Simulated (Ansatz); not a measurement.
```yaml
crystal:
  lattice:
    - [2.74, 0.0, 0.0]
    - [-1.37, 2.3729096064, 0.0]
    - [0.0, 0.0, 4.32646]
  atoms:
    - { symbol: Os, position: [0.3333333333, 0.6666666667, 0.75] }
    - { symbol: Os, position: [0.6666666667, 0.3333333333, 0.25] }
basis:
  ecutwfc: 420
  ecutrho_ratio: 4
kpoints:
  mp_grid: { grid: [18, 18, 10] }
hamiltonian:
  xc: pbe
scf:
  occupations: { method: gaussian, width: 0.05 }
output:
  forces: true
  stress: true
  eigenvalues: true
relax:
  f_tol: 0.01
  max_steps: 60
  cell: { stress_tol: 0.04 }
```

Question: What does this Ansatz input ask for?

Answer: It asks for a full relaxation of cell and atoms of Os with PBE (scalar-relativistic), a cutoff of 420 eV (density cutoff 4 times that), a Γ-centred 18×18×10 mesh and Gaussian smearing of 0.05 eV, without spin polarisation. Stop at forces under 0.01 eV/Å and stress under 0.04 GPa, or after 60 steps. Forces, stress and eigenvalues are wanted.

Question: How large is the problem?

Answer: 32 valence electrons, 573 plane waves at Γ (in the final cell), 24 symmetry operations and 222 irreducible k-points; it took 33 SCF iterations in all.
